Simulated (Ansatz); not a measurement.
C12S13Zn4:
```yaml
crystal:
  lattice:
    - [0.00000, 12.60601, 12.60601]
    - [12.60601, 0.00000, 12.60601]
    - [12.60601, 12.60601, 0.00000]
  atoms:
    - { symbol: S, position: [0.25000, 0.25000, 0.25000] }
    - { symbol: S, position: [0.75000, 0.75000, 0.75000] }
    - { symbol: Zn, position: [0.30162, 0.30162, 0.30162] }
    - { symbol: Zn, position: [0.30162, 0.30162, 0.09513] }
    - { symbol: Zn, position: [0.30162, 0.09513, 0.30162] }
    - { symbol: Zn, position: [0.09513, 0.30162, 0.30162] }
    - { symbol: Zn, position: [0.69838, 0.69838, 0.90487] }
    - { symbol: Zn, position: [0.69838, 0.69838, 0.69838] }
    - { symbol: Zn, position: [0.69838, 0.90487, 0.69838] }
    - { symbol: Zn, position: [0.90487, 0.69838, 0.69838] }
    - { symbol: S, position: [0.01739, 0.19420, 0.39421] }
    - { symbol: S, position: [0.19420, 0.01739, 0.39421] }
    - { symbol: S, position: [0.39421, 0.39421, 0.01739] }
    - { symbol: S, position: [0.39421, 0.39421, 0.19420] }
    - { symbol: S, position: [0.39421, 0.01739, 0.19420] }
    - { symbol: S, position: [0.39421, 0.19420, 0.01739] }
    - { symbol: S, position: [0.01739, 0.39421, 0.39421] }
    - { symbol: S, position: [0.19420, 0.39421, 0.39421] }
    - { symbol: S, position: [0.19420, 0.39421, 0.01739] }
    - { symbol: S, position: [0.01739, 0.39421, 0.19420] }
    - { symbol: S, position: [0.39421, 0.01739, 0.39421] }
    - { symbol: S, position: [0.39421, 0.19420, 0.39421] }
    - { symbol: S, position: [0.98261, 0.80580, 0.60579] }
    - { symbol: S, position: [0.80580, 0.98261, 0.60579] }
    - { symbol: S, position: [0.60579, 0.60579, 0.80580] }
    - { symbol: S, position: [0.60579, 0.60579, 0.98261] }
    - { symbol: S, position: [0.60579, 0.98261, 0.60579] }
    - { symbol: S, position: [0.60579, 0.80580, 0.60579] }
    - { symbol: S, position: [0.98261, 0.60579, 0.80580] }
    - { symbol: S, position: [0.80580, 0.60579, 0.98261] }
    - { symbol: S, position: [0.80580, 0.60579, 0.60579] }
    - { symbol: S, position: [0.98261, 0.60579, 0.60579] }
    - { symbol: S, position: [0.60579, 0.98261, 0.80580] }
    - { symbol: S, position: [0.60579, 0.80580, 0.98261] }
    - { symbol: C, position: [0.08023, 0.08023, 0.41977] }
    - { symbol: C, position: [0.41977, 0.41977, 0.08023] }
    - { symbol: C, position: [0.41977, 0.08023, 0.08023] }
    - { symbol: C, position: [0.08023, 0.41977, 0.41977] }
    - { symbol: C, position: [0.08023, 0.41977, 0.08023] }
    - { symbol: C, position: [0.41977, 0.08023, 0.41977] }
    - { symbol: C, position: [0.91977, 0.91977, 0.58023] }
    - { symbol: C, position: [0.58023, 0.58023, 0.91977] }
    - { symbol: C, position: [0.58023, 0.91977, 0.58023] }
    - { symbol: C, position: [0.91977, 0.58023, 0.91977] }
    - { symbol: C, position: [0.91977, 0.58023, 0.58023] }
    - { symbol: C, position: [0.58023, 0.91977, 0.91977] }
    - { symbol: C, position: [0.02427, 0.02427, 0.47573] }
    - { symbol: C, position: [0.47573, 0.47573, 0.02427] }
    - { symbol: C, position: [0.47573, 0.02427, 0.02427] }
    - { symbol: C, position: [0.02427, 0.47573, 0.47573] }
    - { symbol: C, position: [0.02427, 0.47573, 0.02427] }
    - { symbol: C, position: [0.47573, 0.02427, 0.47573] }
    - { symbol: C, position: [0.97573, 0.97573, 0.52427] }
    - { symbol: C, position: [0.52427, 0.52427, 0.97573] }
    - { symbol: C, position: [0.52427, 0.97573, 0.52427] }
    - { symbol: C, position: [0.97573, 0.52427, 0.97573] }
    - { symbol: C, position: [0.97573, 0.52427, 0.52427] }
    - { symbol: C, position: [0.52427, 0.97573, 0.97573] }
```

Relaxed with PBE+D3(BJ). Special points in fractions of this cell's reciprocal vectors: Γ (0.000, 0.000, 0.000); X (0.500, 0.000, 0.500); U (0.625, 0.250, 0.625); K (0.375, 0.375, 0.750); L (0.500, 0.500, 0.500); W (0.500, 0.250, 0.750).

List the band energies nearest the valence-band maximum at these points for PBE+D3(BJ) in the plane-wave PAW code Ansatz.

In eV from the valence-band maximum; about four levels below and three above (degenerate sets whole), none deeper than 8.9 eV; points with the same levels are listed once.

```
k                          below                     above
-  -----------------------------  ------------------------
Γ           -0.22 0.00 0.00 0.00            1.28 1.28 1.28
X   -0.20 -0.20 -0.20 -0.20 0.00  1.28 1.52 1.52 1.52 1.52
U         -0.22 -0.17 -0.16 0.00            1.29 1.48 1.49
L  -0.23 -0.23 -0.09 -0.09 -0.01            1.31 1.40 1.40
W         -0.20 -0.20 -0.18 0.00  1.30 1.49 1.52 1.52 1.52
```

Space group Fm-3m. The cell is a constructed one: a structure type filled with these elements; neither database checked (COD, Materials Project) lists it. Whether it is the stable phase at ambient conditions was not checked. Symmetry was held in the PBE+D3(BJ) relaxation; its stability against distortions is not shown here.

Potentials: the later of the program's two PAW sets.
